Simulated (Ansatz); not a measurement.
## Calculation log, Sr (P6_3/mmc) (elastic constants by finite strains)

Level of theory: r²SCAN, PAW on Ansatz 0.2.0's default frozen-core files (fitted under PBE), scalar-relativistic.

Cell and atoms were relaxed beforehand by PAW with this functional.

The structure is one entry of a database and needn't be the stable phase.

Command line:

```sh
ansatz run input.yaml --threads 1 --pin off --max-ram 2560MiB --backend cpu --events-out ev --progress --plain --runs-dir out
```

Input file:

```yaml
crystal:
  lattice:
    - [4.30747933736, 0.0, 0.0]
    - [-2.15373966868, 3.73038653243, 0.0]
    - [0.0, 0.0, 7.11428188417]
  atoms:
    - { symbol: Sr, position: [0.333333333333, 0.666666666667, 0.25] }
    - { symbol: Sr, position: [0.666666666667, 0.333333333333, 0.75] }
kpoints:
  mp_grid: { grid: [12, 12, 6] }
scf:
  occupations: { method: fermi_dirac, width: 0.05 }
hamiltonian:
  xc: r2scan
  pseudopotentials: { kind: paw }
elastic:
  mode: relaxed_ion
  stencil: two_point
  amplitude: 0.008
```

Output:

```
Warning: RAYON_NUM_THREADS=1 ignored (pool sized by the plan → 1); use --threads N
Engine: ansatz 0.2.0, aarch64-unknown-linux-gnu
Pseudopotentials: kind: paw
Pseudopotential: Sr, paw, valence charge 10, recommended cutoff 500 eV (meta_gga), Sr.paw.azcp
Functional definition: r2SCAN
  parameter k0 = 0.174
  parameter k1 = 0.065
  parameter a1 = 4.9479
  exchange = r2scan_x(k0 = k0, k1 = k1, a1 = a1)
  correlation = r2scan_c
Crystal: 2 atoms, lattice volume = 114.316 Å³
Basis set: ecut = 500 eV, 2875 PW (Γ), exchange–correlation on 128×128×216 points (64 copies of the dense FFT grid, shifted against one another)
Bands: 14, of which v1, the nominal top of the filled ones, is band 10 counted from 1 (9 counted from 0)
Symmetry: 24 space group operations
Space group: P63/mmc (ITA 194), of the structure as read, at distance tolerance 4.9e-5 Å
k-points: 76 of 864
Non-local potential: Sr, projectors of the file, l = 0: 3, l = 1: 2, l = 2: 2
PAW form: soft (Blöchl's): semilocal exchange-correlation on the pseudo side does not see the compensation charge
PAW frozen core: Sr, regenerated for the run's functional (the file was generated under x = pbe(κ = 0.804, μ = 0.2195149727645171), c = pbe(β = 0.06672455060314922))
PAW one-centre angular grid: Sr, 302 points (default); XC on 160 Gauss nodes
Initial density: superposition of atomic densities (neutral atoms: chi_scale 0, normalization atom), corrected by the library's trained network
Initial wavefunctions: pseudopotential atomic-orbital guess
Functional: x = r2scan, c = r2scan; τ floored in thin density (d = 2e-4 eV/Å³)
SCF iter   1: F=—  HF=-7110.189842 eV  |F-HF|=—  |Δ(HF+E_count)|=         —  Δρ=3.01e-3  dr2=2.14e-2  dr2_τ=4.05e-3  ethr=1.77e-3  ⟨swp⟩=8.8  Hψ=8311  notcnv=0
preconditioner: auto → Kerker (q_TF=auto, 2.040 Å⁻¹)  [metal: Δε(μ)=0.023 eV  Ē_g=2.534 eV  σ=0.050 eV  W_gap=0.11  n_scr=22 (ndim 8)  ℏωp=6.9 eV  f_vac=0.000  D(μ)=2.06/eV (n_scr^D=10)]
[... 170 lines left out ...]
        0.000000       0.000000      -0.001862
  P = ⅓ Tr σ = -0.0005 GPa (-0.005 kbar)
--- Elastic constants: 3 strain directions × 2 members + reference (group order 24) ---
  dense FFT box of the reference and of every strained cell: 32×32×54
  strains applied: 11, 33, 23; error gains: componentwise 1.00 (the most a stress slope's error grows in a printed constant), spectral 1.41 (1 for all six strains in a standard setting)
  C = ∂σ_k/∂η_j (tension-positive GPa; Voigt order 11 22 33 23 13 12):
        20.518     10.316      4.132      0.000     -0.000      0.000
        10.316     20.518      4.132     -0.000      0.000      0.000
         4.104      4.104     31.112     -0.000      0.000      0.000
         0.000     -0.000     -0.000      5.392     -0.000      0.000
        -0.000      0.000     -0.000     -0.000      5.392     -0.000
        -0.000      0.000     -0.000     -0.000     -0.000      5.101
  reference stress σ⁰ (GPa):     -0.000     -0.000      0.002     -0.000     -0.000      0.000
  C* (energy form; C + prestress term) asymmetry max|C*_kj − C*_jk| = 2.650e-2 GPa — a small one proves nothing (zero by symmetry where the batch's group is 432, −43m or m−3m); a large one is finite-difference/SCF noise where ...
  moduli (Voigt/Reuss/Hill, GPa): K = 12.14/12.08/12.11   G = 6.75/5.94/6.35   E = 16.21   ν = 0.277
  mechanically stable: yes (min eigenvalue of sym C = 5.10 GPa)
  harmonic check of the ions' relaxations: strain 23: 1 pair too noisy to judge: this check cannot speak for C14 to C64 (a tighter `scf.convergence.dr2_threshold` may let it)
  the stresses are not corrected for the forces that the relaxations left standing (`elastic.f_tol`)
  strain η (Voigt 11):  stress-route row diagonal C_11 = 20.52 GPa, energy-path curvature d²(F+E_count+ΔE)/dδ²/Ω₀ = 20.52 GPa
         δ    σ_11 (GPa)             F (eV)   n_scf  n_hpsi   n_pw
    -8.000e-3      -0.1686       -7110.2297148       2   32244   2904   relax 4 steps, max|allowed force component| 1.23e-5 eV/Å
     8.000e-3       0.1597       -7110.2297337       2   32454   2952   relax 3 steps, max|allowed force component| 5.89e-6 eV/Å
  strain η (Voigt 33):  stress-route row diagonal C_33 = 31.11 GPa, energy-path curvature d²(F+E_count+ΔE)/dδ²/Ω₀ = 31.17 GPa
         δ    σ_33 (GPa)             F (eV)   n_scf  n_hpsi   n_pw
    -8.000e-3      -0.2469       -7110.2294920      10   30214   2910   relax 0 steps, max|allowed force component| 1.43e-16 eV/Å
     8.000e-3       0.2509       -7110.2294731       9   27086   2970   relax 0 steps, max|allowed force component| 4.86e-17 eV/Å
  strain η (Voigt 23):  stress-route row diagonal C_44 = 5.39 GPa, energy-path curvature d²(F+E_count+ΔE)/dδ²/Ω₀ = 5.40 GPa
         δ    σ_23 (GPa)             F (eV)   n_scf  n_hpsi   n_pw
    -8.000e-3      -0.0431       -7110.2300700       2   45195   2932   relax 3 steps, max|allowed force component| 1.72e-5 eV/Å
     8.000e-3       0.0431       -7110.2300700       2   45454   2932   relax 2 steps, max|allowed force component| 5.65e-6 eV/Å
```

Self-consistency was reached.

**Strained cells**

Elastic constants of a crystal by Kohn-Sham DFT: slopes of the stress over finite engineering strains of the given cell, Voigt indices, Cartesian axes as in the input; stress of each strained cell less that at rest, tension positive.

```tsv
strain component	strain	stress xx (GPa)	stress yy (GPa)	stress zz (GPa)	stress yz (GPa)	stress xz (GPa)	stress xy (GPa)	relaxation steps
xx	-0.008	-0.1685	-0.0833	-0.0318	0	0	0	4
xx	0.008	0.1598	0.0818	0.0339	0	0	0	3
zz	-0.008	-0.036	-0.036	-0.2488	0	0	0	0
zz	0.008	0.0302	0.0302	0.249	0	0	0	0
yz	-0.008	-0.0006	0.0006	-0.0008	-0.0431	0	0	3
yz	0.008	-0.0007	0.0007	-0.0008	0.0431	0	0	2
```

**Elastic constants**

```
Pressure at rest         : -0.001 GPa
Least elastic eigenvalue : 5.1 GPa
Elastically stable       : yes
```

| index | elastic (GPa) |
| --- | --- |
| 11 | 20.52 |
| 12 | 10.32 |
| 13 | 4.12 |
| 33 | 31.11 |
| 44 | 5.39 |

### Elastic moduli

Hill averages of a grain aggregate, Debye temperature from the mean sound speed over directions.

```
Bulk modulus                     : 12.11 GPa
Shear modulus                    : 6.345 GPa
Young modulus                    : 16.21 GPa
Poisson ratio                    : 0.277
Bulk over shear modulus          : 1.909
Elastic anisotropy index         : 0.6862
Least young modulus              : 13.82 GPa
Largest young modulus            : 30.01 GPa
Longitudinal sound speed         : 2843 m/s
Transverse sound speed           : 1579 m/s
Elastic debye temperature        : 133.3 K
Linear compressibility (x, y, z) : 29.17, 29.17, 24.42 1/TPa
```

Limits of these numbers: frozen-core PAW files fitted under PBE, their cores solved anew for the functional of the run; responses of metals move with mesh and smearing; elastic stability says nothing of phonons or of other phases.

Cost: 13 min on 1 thread of Arm Neoverse V2 (shared host), peak memory 0.88 GiB.
